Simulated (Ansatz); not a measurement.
A: CdSe (wurtzite), a = b = 4.383 Å, c = 7.156 Å, α = β = 90.00°, γ = 120.00°
B: ZnS (wurtzite), a = b = 3.8451 Å, c = 6.3057 Å, α = β = 90.00°, γ = 120.00°
C: IrO$_{2}$ (rutile), a = b = 4.5293 Å, c = 3.1798 Å, α = β = γ = 90.00°

Scan: energy against volume (even scaling of the relaxed cell, symmetry kept). One method and one kind of scan serve all of them; meshes and ranges differ. All were relaxed with their symmetry unable to fall. IrO2 is run without spin polarisation and with no Hubbard U. Spin-orbit coupling is left out.

Problem. Put the candidates in order of bulk modulus at fixed cell shape (fitted), highest first, for PBE (plane waves to 420 eV, PAW, scalar-relativistic; Ansatz, a program for electronic structure).

Solution. C (274 GPa), B (69.1 GPa), A (44.6 GPa)

(Under strain, the slope of the energy per volume gives the stress and its curvature an elastic modulus.)
